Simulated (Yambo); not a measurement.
Input:

```xyz
6
Lattice="3.2978 -2.0813 0.0000 3.2978 2.0813 0.0000 -2.1980 0.0000 7.0494" Properties=species:S:1:pos:R:3 pbc="T T T"
C      0.6169    -0.5849     3.9485
C      3.7808     0.5849     3.1009
C      2.6818    -0.5849     6.6256
C      1.7159     0.5849     0.4238
Ca     1.6493     1.3548     5.2870
Ca     2.7483    -1.3548     1.7623
```

Workflow: LDA (pw.x of Quantum ESPRESSO, ONCV potentials, no spin-orbit coupling), then G0W0 in Yambo (4×4×2 Γ-centred k mesh, 140 bands and a 7 Ry block in the screening, 140 bands in G with the Bruneval-Gonze terminator, plasmon pole fitted at 27.2 eV).

**Question.** Give the LDA and G0W0 gaps between the band edges found on this mesh, and say where the edges lie.

**Answer.** Edges: (0.25, -0.25, 0) → (-0.5, -0.5, 0). LDA: 1.86 eV; G0W0: 3.85 eV. Nearest settings tried, and what they do to the gap: 109 bands in W, 109 bands in G: +11 meV; 6 Ry block (153 vectors against 199): -60 meV; 4×4×1 mesh: -2 meV. So the settings aren't converged at that level. 

Geometry of the Materials Project entry, not relaxed at this level.

The structure is a Materials Project entry; no match was found in the copy of COD used, and its stability was not checked.
